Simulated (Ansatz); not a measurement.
Several occupations of a bcc lattice at one composition, 2 Al, 18 Ta. Sites, in fractions of the cell -4.964 4.964 -1.655; -4.964 -1.655 4.964; 1.655 4.964 4.964 Å:

| cell | sites |
| --- | --- |
| all | Ta (0.00 0.50 0.50), Ta (0.10 0.10 0.60), Ta (0.10 0.60 0.10), Ta (0.20 0.70 0.70), Ta (0.30 0.30 0.80), Ta (0.40 0.40 0.40), Ta (0.40 0.90 0.90), Ta (0.50 0.00 0.50), Ta (0.50 0.50 0.00), Ta (0.60 0.60 0.60), Ta (0.70 0.70 0.20), Ta (0.80 0.30 0.30), Ta (0.80 0.80 0.80), Ta (0.90 0.40 0.90), Ta (0.90 0.90 0.40) |
| 1 | Al (0.00 0.00 0.00), Al (0.60 0.10 0.10), Ta (0.20 0.20 0.20), Ta (0.30 0.80 0.30), Ta (0.70 0.20 0.70) |
| 2 | Al (0.20 0.20 0.20), Al (0.70 0.20 0.70), Ta (0.00 0.00 0.00), Ta (0.30 0.80 0.30), Ta (0.60 0.10 0.10) |
| 3 | Al (0.20 0.20 0.20), Al (0.30 0.80 0.30), Ta (0.00 0.00 0.00), Ta (0.60 0.10 0.10), Ta (0.70 0.20 0.70) |

Each was relaxed without symmetry on coarser meshes and computed once more. These are results of Ansatz, DFT PBE, scalar-relativistic, plane waves, PAW, not measurements.

Cutoff 420 eV; k points 5×5×5 on the computed 20-atom cell (Γ-centred); Gaussian smearing, width 0.10 eV; no spin polarisation.

Warren–Cowley parameters of the first shell of the sublattice with most elements (negative: unlike neighbours preferred):
```json
{"cell": "1", "Al-Ta": "0.03"}
{"cell": "2", "Al-Ta": "-0.11"}
{"cell": "3", "Al-Ta": "0.03"}
```

Cells 1 and 3 are most likely one occupation up to symmetry.

Which occupation is lowest in energy, and by how much?

Cells 1, 3 are lowest, within 8 meV/atom of each other and so too close to rank here.
```csv
cell,E − E(lowest) (meV/atom),V (Å³/atom)
1,0.0,18.07
3,0.0,18.07
2,9.9,18.05
```

The final mesh leaves forces up to 0.13 eV/Å and stresses up to 0.4 GPa: the relaxation ran on a coarser mesh, so the cell's shape, its bonds and its energy belong partly to that mesh.

Spin–orbit coupling is left out, which can shift energies with elements as heavy as these.

Cost: 6 runs of about 30 core-minutes in all (earlier runs that led there not counted), on Intel Xeon Platinum 8259CL (Skylake/Cascade Lake) (shared hosts).